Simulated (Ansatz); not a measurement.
**Structures of LiOs3: which is lowest?**

Plane-wave DFT in Ansatz with scalar-relativistic PAW potentials, cutoff 420 eV, Γ-centred meshes chosen by cell and gap, Gaussian smearing with energies taken to zero width. Every cell was relaxed (cell and atoms) in a run of its own, within the symmetry of its start. Functional: PBE.

Relaxed structures (starts from databases or built by putting these elements on another compound's sites):
A. P6_3/mmc, 8 atoms in the computed cell, a = 5.396 Å, c = 4.280 Å; sites (symmetry × multiplicity) Li -6m2 × 2, Os mm2 × 6; start: built
B. Pm-3m, 4 atoms in the computed cell, a = 3.798 Å; sites (symmetry × multiplicity) Li m-3m × 1, Os 4/mm.m × 3; start: built

**Question.** Rank them by energy. Could pressure change the order?

**Answer.**
```tsv
structure	group	E − E(lowest) (meV/atom)	V (Å³/atom)	gap on mesh (eV)
A	P6_3/mmc	0.0	13.49	0.00
B	Pm-3m	178	13.69	0.00
```

A is lowest, 178 meV/atom under B. The lowest is also the densest of these, so pressure wouldn't bring one of the others in at first order. Other structures may lie lower than all of these, and vibrations aren't counted.

Spin-orbit coupling is left out, which matters for the bands of heavy elements.